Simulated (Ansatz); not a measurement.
An Ansatz (a program for electronic structure) run. Input:

Ansatz 0.2 input:
```yaml
crystal:
  lattice:
    - [1.6574457412, 0.9569267449, 8.5829243978]
    - [-1.6574457412, 0.9569267449, 8.5829243978]
    - [0.0, -1.9138534897, 8.5829243978]
  atoms:
    - { symbol: Zn, position: [0.2186871565, 0.2186871565, 0.2186871565] }
    - { symbol: In, position: [0.0029382474, 0.0029382474, 0.0029382474] }
    - { symbol: Ga, position: [0.7871369986, 0.7871369986, 0.7871369986] }
    - { symbol: O, position: [0.295090496, 0.295090496, 0.295090496] }
    - { symbol: O, position: [0.7112392784, 0.7112392784, 0.7112392784] }
    - { symbol: O, position: [0.1211746853, 0.1211746853, 0.1211746853] }
    - { symbol: O, position: [0.8637341377, 0.8637341377, 0.8637341377] }
kpoints:
  mp_grid: { grid: [8, 8, 8] }
basis: { xc_grid: 2 }
hamiltonian:
  xc: pbesol
  pseudopotentials: { kind: paw }
scf:
  occupations: { method: fixed }
output:
  optics: { e_range: [0.0, 15.0], de: 0.05, sigma: 0.1, bands: { spectra_wanted_up_to: 12 eV } }
```

Output (shortened):

```
basis.fft_grid_basis auto: the FFT boxes are laid along the combinations [[1, 0, -1], [0, 1, -1], [0, 0, 1]] of the cell's own vectors, 3.315, 3.315 and 8.794 …
output.optics: the spectra are integrated over the Brillouin zone by k·p interpolation around the k-points, where levels, occupations, output.optics.sigma and …
Pseudopotentials: kind: paw
Pseudopotential: Zn, paw, valence charge 12
Pseudopotential: In, paw, valence charge 13
Pseudopotential: Ga, paw, valence charge 13
Pseudopotential: O, paw, valence charge 6
Functional definition: PBEsol
Crystal: 7 atoms, lattice volume = 81.678 Å³
Basis set: ecut = 420 eV, 1631 PW (Γ), FFT grids on a1−a3, a2−a3, a3, exchange–correlation on 48×48×120 points (8 copies of the dense FFT grid, shifted against one another)
Bands: 38, of which v1, the nominal top of the filled ones, is band 31 counted from 1 (30 counted from 0)
Symmetry: 6 space group operations
Space group: R3m (ITA 160), of the structure as read, at distance tolerance 4.3e-5 Å
k-points: 65 of 512 (time reversal used)
PAW frozen core: Zn, regenerated for the run's functional, and the local potential with it
PAW frozen core: In, regenerated for the run's functional, and the local potential with it
PAW frozen core: Ga, regenerated for the run's functional, and the local potential with it
PAW frozen core: O, regenerated for the run's functional, and the local potential with it
Initial wavefunctions: pseudopotential atomic-orbital guess
Eigensolver: davidson
Functional: x = pbesol(κ = 0.804, μ = 0.12345679012345678), c = pbesol(β = 0.046)
SCF iter   1: F=—  HF=-14794.628681 eV  |F-HF|=—  |Δ(HF+E_count)|=         —  Δρ=1.65e-2  dr2=1.82e-1  ethr=1.77e-3  ⟨swp⟩=5.1  Hψ=8222  notcnv=0  defer=325
all-band conjugate gradients solve this SCF's bands
preconditioner: auto → Resta (q_TF=auto, 2.606 Å⁻¹)
SCF iter   2: F=—  HF=-14794.578514 eV  |F-HF|=—  |Δ(HF+E_count)|=   5.02e-2  Δρ=2.69e-3  dr2=4.23e-3  ethr=2.93e-4  ⟨swp⟩=2.5  Hψ=4394  notcnv=0  defer=325
SCF iter   3: F=—  HF=-14794.577888 eV  |F-HF|=—  |Δ(HF+E_count)|=   6.26e-4  Δρ=1.29e-3  dr2=1.44e-3  ethr=6.83e-6  ⟨swp⟩=2.0  Hψ=3853  notcnv=0  defer=325
SCF iter   4: F=—  HF=-14794.577767 eV  |F-HF|=—  |Δ(HF+E_count)|=   1.21e-4  Δρ=4.91e-4  dr2=1.84e-4  ethr=2.33e-6  ⟨swp⟩=2.5  Hψ=4171  notcnv=0  defer=325
SCF iter   5: F=—  HF=-14794.577736 eV  |F-HF|=—  |Δ(HF+E_count)|=   3.10e-5  Δρ=1.56e-4  dr2=2.50e-5  ethr=2.96e-7  ⟨swp⟩=2.0  Hψ=4254  notcnv=0  defer=181
SCF iter   6: F=—  HF=-14794.577733 eV  |F-HF|=—  |Δ(HF+E_count)|=   2.26e-6  Δρ=6.06e-5  dr2=3.43e-6  ethr=4.04e-8  ⟨swp⟩=2.0  Hψ=4042  notcnv=0  defer=142
SCF iter   7: F=—  HF=-14794.577738 eV  |F-HF|=—  |Δ(HF+E_count)|=   4.61e-6  Δρ=4.75e-5  dr2=1.47e-6  ethr=5.54e-9  ⟨swp⟩=2.0  Hψ=4246  notcnv=0  defer=142
SCF iter   8: F=—  HF=-14794.577738 eV  |F-HF|=—  |Δ(HF+E_count)|=   2.53e-7  Δρ=8.22e-6  dr2=4.26e-8  ethr=2.37e-9  ⟨swp⟩=2.0  Hψ=4063  notcnv=0  defer=142
SCF iter  14: F=-14794.577738 eV  HF=-14794.577738 eV  |F-HF|=3.64e-12  |Δ(HF+E_count)|=  1.82e-12  Δρ=9.25e-8  dr2=6.31e-12  ethr=1.00e-12  ⟨swp⟩=8.9  Hψ=8768  notcnv=0
SCF 1 converged in 14 iterations: F = -14794.577738 eV  dr2 = 6.31e-12
NSCF: frozen V_eff on 65 k-points
Optics k sum: 0 of 65 k-points
Optics k sum: 4 of 65 k-points
Optics k sum: 7 of 65 k-points
Optics k sum: 10 of 65 k-points
Optics k sum: 13 of 65 k-points
Optics k sum: 17 of 65 k-points
Optics k sum: 20 of 65 k-points
Optics k sum: 23 of 65 k-points
Optics k sum: 26 of 65 k-points
Optics k sum: 30 of 65 k-points
Optics k sum: 33 of 65 k-points
Optics k sum: 36 of 65 k-points
Optics k sum: 39 of 65 k-points
Optics k sum: 43 of 65 k-points
Optics k sum: 46 of 65 k-points
Optics k sum: 49 of 65 k-points
Optics k sum: 52 of 65 k-points
Optics k sum: 56 of 65 k-points
Optics k sum: 59 of 65 k-points
Optics k sum: 62 of 65 k-points
Optics k sum: 65 of 65 k-points
Optics k sum: 0 of 65 k-points
Optics k sum: 4 of 65 k-points
Optics k sum: 7 of 65 k-points
Optics k sum: 10 of 65 k-points
Optics k sum: 13 of 65 k-points
Optics k sum: 17 of 65 k-points
Optics k sum: 20 of 65 k-points
Optics k sum: 23 of 65 k-points
Optics k sum: 26 of 65 k-points
Optics k sum: 30 of 65 k-points
Optics k sum: 33 of 65 k-points
Optics k sum: 36 of 65 k-points
Optics k sum: 39 of 65 k-points
Optics k sum: 43 of 65 k-points
Optics k sum: 46 of 65 k-points
Optics k sum: 49 of 65 k-points
Optics k sum: 52 of 65 k-points
Optics k sum: 56 of 65 k-points
Optics k sum: 59 of 65 k-points
Optics k sum: 62 of 65 k-points
Optics k sum: 65 of 65 k-points
NSCF: frozen V_eff on 1 k-points
NSCF: frozen V_eff on 1 k-points
NSCF: frozen V_eff on 1 k-points
output.optics: what the bands over the 56 summed would add to eps1, eps2 and the energy-loss function is held between a lower and an upper bound (7 Lanczos …
SCF converged after 14 iterations
Free energy (F): -14794.577738 eV
Harris-Foulkes:  -14794.577738 eV  (|F-HF|=3.64e-12)
Internal energy: -14794.577738 eV  (E = F + TS)
E sigma→0 (E₀):  -14794.577738 eV
Fermi energy:    8.320921 eV
--- Per-component energies (eV) ---
  E_band       = 15.280696
  E_kinetic    = 1192.313336
  E_local      = -5825.932108  (includes V_loc(G=0)·N_el)
  E_nonlocal   = 1621.302577
  E_hartree    = 2446.368232
  E_xc         = -704.866966
  E_vxc        = -579.935369  (∫ρ·V_xc dr)
  E_paw        = -8453.680987  (= ΣΔE_a)
  E_vpaw       = -1285.213182  (= ΣTr[D̂ρ^β])
  E_aug_tail   = 0.009067  (compensation charges beyond the density's cutoff)
  E_ewald      = -5072.128276
  E_core_change = 2.037387  (= ΣΔE_core)
  E_smearing   =  0.000000  (= −TS)
  E_closure    =  0.000000  (closes the sum)
  Σ components = -14794.577738   (vs F -14794.577738, Δ=0.00e0)
  [band-id]    e_kinetic+e_local+e_nonlocal+2·e_hartree+e_vxc+e_vpaw+e_augmentation_tail = 15.280786   (vs E_band 15.280696, Δ=8.99e-5)
--- Band table (eV; the first three rows and the last of 65) ---
  k-point 0: bands = ["-10.4228", "-9.4776", "-8.8654", "-8.3946", "-5.1273", "-5.1273", "-4.6962", "-4.6962", "-4.3918", "-4.3594", "-4.3594", "-4.0518", "-3.9664", "-3.9664", "3.1601", "3.1667", "3.2276", "3.2276", "4.3251", "4.3251", "4.6521", "5.7806", "5.7806", "6.0538", "6.8813", "6.8813", "7.5206", "7.5206", "7.7550", "8.3209", "8.3209", "9.4938", "12.6822", "13.2947", "14.0112", "18.4569", "18.4569", "18.8469"]
  k-point 1: bands = ["-10.3216", "-9.3897", "-8.8265", "-8.4669", "-5.0990", "-5.0918", "-4.7130", "-4.6980", "-4.4404", "-4.3084", "-4.2169", "-4.0398", "-3.9714", "-3.9033", "3.0182", "3.1829", "3.2859", "3.2869", "4.0472", "4.3169", "4.4884", "5.5707", "5.5728", "5.9218", "6.6360", "6.7017", "7.1984", "7.5315", "7.6302", "8.0111", "8.1940", "10.5018", "12.9161", "13.6243", "14.5868", "17.7322", "18.5378", "18.8780"]
  k-point 2: bands = ["-10.0645", "-9.1848", "-8.7579", "-8.5897", "-5.0036", "-4.9975", "-4.7518", "-4.7031", "-4.4150", "-4.2113", "-4.1607", "-4.0228", "-3.9509", "-3.6081", "2.4007", "3.1155", "3.4044", "3.4240", "3.7736", "4.1988", "4.3066", "4.9378", "5.1271", "5.6197", "6.0218", "6.2736", "6.8403", "7.4771", "7.4934", "7.8145", "7.9231", "12.1101", "13.3929", "14.2111", "15.7054", "16.9798", "17.4950", "18.7964"]
  k-point 64: bands = ["-10.3992", "-9.5600", "-8.8124", "-8.3775", "-5.1272", "-5.1272", "-4.6962", "-4.6962", "-4.4499", "-4.3594", "-4.3594", "-4.0061", "-3.9663", "-3.9663", "2.8240", "3.2279", "3.2279", "3.6102", "4.3283", "4.3283", "4.5533", "5.7577", "5.7577", "6.4760", "6.8764", "6.9309", "6.9309", "7.4935", "7.4935", "8.3182", "8.3182", "10.9065", "11.2262", "13.5507", "14.3100", "18.4675", "18.4675", "18.5969"]
  band table: 38 of 38 bands, residual norms ≤ 1.0e-3 eV
```

Cost: around 5 core-minutes (rough) on shared cores.

The cell was relaxed with PBEsol under the symmetry of its start. Scalar-relativistic: spin–orbit coupling is off unless named, which matters more the heavier the elements.

Potentials: the later of the program's two PAW sets.

Ansatz is a plane-wave DFT program.
